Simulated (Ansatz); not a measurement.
Consider the following.

Starting cell, CaPbF₆ (space group Fm-3m):

```yaml
crystal:
  lattice:
    - [0.00000, 4.24549, 4.24549]
    - [4.24549, 0.00000, 4.24549]
    - [4.24549, 4.24549, 0.00000]
  atoms:
    - { symbol: Ca, position: [0.50000, 0.50000, 0.50000] }
    - { symbol: Pb, position: [0.00000, 0.00000, 0.00000] }
    - { symbol: F, position: [0.75822, 0.75822, 0.24178] }
    - { symbol: F, position: [0.24178, 0.24178, 0.75822] }
    - { symbol: F, position: [0.24178, 0.75822, 0.75822] }
    - { symbol: F, position: [0.75822, 0.24178, 0.24178] }
    - { symbol: F, position: [0.75822, 0.24178, 0.75822] }
    - { symbol: F, position: [0.24178, 0.75822, 0.24178] }
```

The atoms are displaced by Q × the pattern below (from a DFPT mode at Γ, largest move 1; Q in Å), at fixed cell. It is one choice among 3 degenerate patterns.

| atom | x | y | z |
|---|---|---|---|
| F3 | 0.000 | -1.000 | 0.000 |
| F4 | 0.000 | 1.000 | 0.000 |
| F7 | 0.000 | 0.000 | 1.000 |
| F8 | 0.000 | 0.000 | -1.000 |

Atoms not listed stay in place.

All values below come from LDA (plane waves to 420 eV, PAW, scalar-relativistic; Ansatz, a quantum-chemistry and plane-wave program). k mesh 7×7×7 (Γ-centred), fixed occupations. CaPbF6 was relaxed with its symmetry unable to fall. Spin-orbit coupling is left out, though Pb is heavy. ΔE is measured from the undisplaced structure.

The scan covers Q from -0.275 to 0.275 Å in 13 points.

Question: Is the energy the same for equal positive and negative displacements?

Answer: Even: the same for both signs.

Question: Which space group does the distorted structure have?

Answer: I4/m (No. 87), lowered from Fm-3m.

Question: Is this a single well or a double well?

Answer: A double well: the undisplaced structure is a maximum between two minima.

Question: By a smooth curve, how deep is the well, measured from the undisplaced structure?

Answer: 2.2 meV/cell, cell held fixed.

Question: What is the energy change at Q = 0.275 Å?

Answer: 3.3 meV/cell.

(For displaced atoms, the force is minus the slope of the energy, and its curvature is a force constant, which sets phonon frequencies.)
